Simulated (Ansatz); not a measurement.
Relaxed Sb (A7 type, space group R-3m):

```
Sb
1.0
    2.16065     1.24745     3.67987
   -2.16065     1.24745     3.67987
    0.00000    -2.49490     3.67987
Sb
2
Direct
  0.23638   0.23638   0.23638
  0.76362   0.76362   0.76362
```

Scan: atom 1 (Sb, nearest neighbour Sb at 2.932 Å; its periodic images, 4.3 Å or more away, move with it) is displaced along Cartesian x, direction (1.000, 0.000, 0.000) in Cartesian axes, by s. The other atoms stay.

Computed with PBE-D3(BJ) (plane waves to 420 eV, PAW, scalar-relativistic; Ansatz, a program for electronic structure). k mesh 11×11×11 (Γ-centred), Fermi-Dirac smearing 0.05 eV. With partly filled bands, energies and forces of such displacements shift with the k mesh and the smearing. F∥ is the force on the atom along that direction. Sb was relaxed with its symmetry unable to fall. Spin-orbit coupling is left out, though Sb is heavy. 

```csv
s (Å),F∥ (eV/Å)
-0.590,2.717
-0.472,1.843
-0.354,1.109
-0.236,0.573
-0.118,0.229
0.000,0.000
0.118,-0.229
0.236,-0.573
0.354,-1.109
0.472,-1.843
0.590,-2.717
```

### Question
What is the force constant k = d²E/ds² of this move at s = 0?

### Answer
1.78 eV/Å². The forces along the line at the two nearest points give (0.229 − (-0.229)) / (2·0.118) = 1.94 eV/Å²; the next pair corrects for the finite step.

(For displaced atoms, the force is minus the slope of the energy, and its curvature is a force constant, which sets phonon frequencies.)
